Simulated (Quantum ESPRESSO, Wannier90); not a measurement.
## Tight-binding from DFT: Au (fcc (Cu type))

```xyz
1
Lattice="0.0000 2.0856 2.0856 2.0856 0.0000 2.0856 2.0856 2.0856 0.0000" Properties=species:S:1:pos:R:3 pbc="T T T"
Au     0.0000     0.0000     0.0000
```

Structure: Materials Project mp-81, symmetrised, not relaxed again. This is the element's usual structure. Computed values, not measurements, from PBEsol: Quantum ESPRESSO (norm-conserving PseudoDojo potentials, cutoff 61 Ry, spinors with spin-orbit coupling) on a Γ-centred 10×10×10 mesh, then Wannier90. Density: 18×18×18 mesh, cold smearing 0.01 Ry.

A tight-binding model is made by disentanglement and projection with no localisation steps (num_iter = 0), so the 18 orbitals stay atom-like: hydrogen-like Au: s;p;d, axes along x, y, z; frozen window up to 1.50 eV relative to the Fermi level. It follows pw.x to 2.3 meV rms for states up to 1.0 eV relative to the Fermi level. Matrix elements depend on this choice of orbitals and windows.

What are the on-site energies relative to the Fermi level, and how fast do the hoppings decay?


```tsv
atom	orbitals	energy (eV)
Au1	s↑ s↓	2.06
Au1	pz↑ pz↓ px↑ px↓ py↑ py↓	10.76
Au1	dz2↑ dz2↓ dx2-y2↑ dx2-y2↓	-3.65
Au1	dxz↑ dxz↓ dyz↑ dyz↓ dxy↑ dxy↓	-3.69
```

```
distance of the centres (Å)  largest modulus (eV)
---------------------------  --------------------
2–3                                           1.7
4–5                                          0.28
5–6                                          0.10
6–7                                         0.048
7–8                                         0.023
8–9                                         0.014
9–10                                       0.0058
10–11                                      0.0030
11–12                                      0.0020
```

Effective spin-orbit constants λ of λ L·S, from the same-site elements px↑–py↑ (λ/2) and dx2-y2↑–dxy↑ (λ), where they are among the larger elements: Au1 p 1.4 eV, Au1 d 0.65 eV.
